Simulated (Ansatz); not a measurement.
Relaxed MoTe₂ (2H-MoS2 type, space group P6_3/mmc):

```
CELL_PARAMETERS angstrom
      3.54193     0.00000     0.00000
     -1.77097     3.06740     0.00000
      0.00000     0.00000    14.18201
ATOMIC_POSITIONS crystal
  Mo 0.33333 0.66667 0.75000
  Mo 0.66667 0.33333 0.25000
  Te 0.33333 0.66667 0.12347
  Te 0.66667 0.33333 0.62347
  Te 0.66667 0.33333 0.87653
  Te 0.33333 0.66667 0.37653
```

Scan: atom 5 (Te, nearest neighbour Mo at 2.721 Å; its periodic images, 3.5 Å or more away, move with it) is displaced along Cartesian [110], direction (0.707, 0.707, 0.000) in Cartesian axes, by s. The other atoms stay.

Computed with r2SCAN+rVV10 (plane waves to 500 eV, PAW, scalar-relativistic; Ansatz, a first-principles code). k mesh 9×9×2 (Γ-centred), Fermi-Dirac smearing 0.05 eV. The energy includes the smearing's −TS. As the smearing reaches across the gap at some points, energies and forces of such displacements shift with the k mesh and the smearing. MoTe2 is run without spin polarisation. MoTe2 was relaxed with its symmetry unable to fall. Spin-orbit coupling is left out, though Te is heavy. The PAW data are Ansatz's earlier set. The zero of ΔE is the undisplaced structure. The last digit holds for this mesh only.

```tsv
s (Å)	ΔE (meV/cell)
-0.820	1570.5
-0.656	1135.1
-0.492	700.0
-0.328	335.1
-0.164	89.2
0.000	0.0
0.164	98.7
0.328	410.8
0.492	withheld
0.656	1733.4
0.820	2727.8
```

Fit a polynomial form (powers 2, 3, 4) to the given rows and predict ΔE at s = 0.492.

Least squares on the 10 given rows: ΔE = (3550)·s² + (1052)·s³ + (-523.3)·s⁴, in meV/cell with s in Å; root-mean-square residual 2.70 meV/cell. At 0.492 the fit gives 954.0 meV/cell; the calculation gives 954.3 meV/cell, so the interpolation is off by -0.3 (-0.0 %). The quadratic term alone would give 859.3 meV/cell.

(For displaced atoms, the force is minus the slope of the energy, and its curvature is a force constant, which sets phonon frequencies.)
